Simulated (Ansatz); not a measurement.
SO2 on a (111) slab of Ir (Fm-3m (No. 225)), 3 planes, outer planes Ir (top) and Ir (bottom), 1 a cell of 25.5 Å², relaxed and still whole (its atoms last):

```yaml
crystal:
  lattice:
    - [5.43132, 0.00000, 0.00000]
    - [-2.71566, 4.70366, 0.00000]
    - [0.00000, 0.00000, 24.76535]
  atoms:
    - { symbol: Ir, position: [0.33333, 0.16667, 0.32303] }
    - { symbol: Ir, position: [0.33333, 0.66667, 0.32303] }
    - { symbol: Ir, position: [0.83333, 0.16667, 0.32303] }
    - { symbol: Ir, position: [0.83333, 0.66667, 0.32303] }
    - { symbol: Ir, position: [0.66830, 0.33430, 0.41321] }
    - { symbol: Ir, position: [0.66280, 0.83152, 0.41246] }
    - { symbol: Ir, position: [0.16505, 0.33156, 0.40965] }
    - { symbol: Ir, position: [0.16510, 0.83361, 0.40978] }
    - { symbol: Ir, position: [0.01007, 0.50500, 0.50283] }
    - { symbol: Ir, position: [0.99883, 0.99955, 0.49680] }
    - { symbol: Ir, position: [0.50239, 0.49961, 0.49966] }
    - { symbol: Ir, position: [0.50239, 0.00281, 0.49964] }
    - { symbol: O, position: [0.41532, 0.93631, 0.58302] }
    - { symbol: S, position: [0.20962, 0.60497, 0.58874] }
    - { symbol: O, position: [0.41539, 0.47955, 0.58299] }
```

Computed with DFT PBE+D3(BJ), scalar-relativistic, plane waves, PAW in Ansatz. Plane waves to 420 eV, a k mesh through Γ of 4×4×1 on the computed 15-atom cell and Gaussian smearing (0.10 eV); no spin polarisation. A dipole correction removes the field between periodic images along c.

It binds with 1.98 eV a molecule against the clean slab and the free molecule (no zero-point or thermal terms); its shortest contact is O–Ir 2.11 Å. Take first-order desorption with no barrier to adsorption, no reaction on the face and an assumed prefactor of 10^13 s⁻¹.

Q: How long does a molecule stay at 573 K?

A: τ = ν⁻¹·exp(E/k_BT) with k_BT = 0.0494 eV: E/k_BT = 40.1, so τ ≈ 3×10^4 s. It outlasts a purge of seconds.

Q: Where does its peak lie in a desorption experiment heated at 5 K/s?

A: The peak obeys E/(k_B·T_p²) = (ν/β)·exp(−E/k_BT_p). Solving gives T_p ≈ 730 K (E/k_BT_p = 31.5). An error of 0.1 eV in E moves it by about 37 K, and larger molecules have larger prefactors, which lowers it.

Q: Is this physisorption or chemisorption?

A: The tightest contact, S–Ir 2.33 Å, is 0.95 times the sum of covalent radii, and deformation and lateral interaction add up to +1.00 eV. This is chemisorption.

The molecule may also break up before it leaves, which wasn't tried.

Spin polarisation was left out, and a magnetic state may lie lower.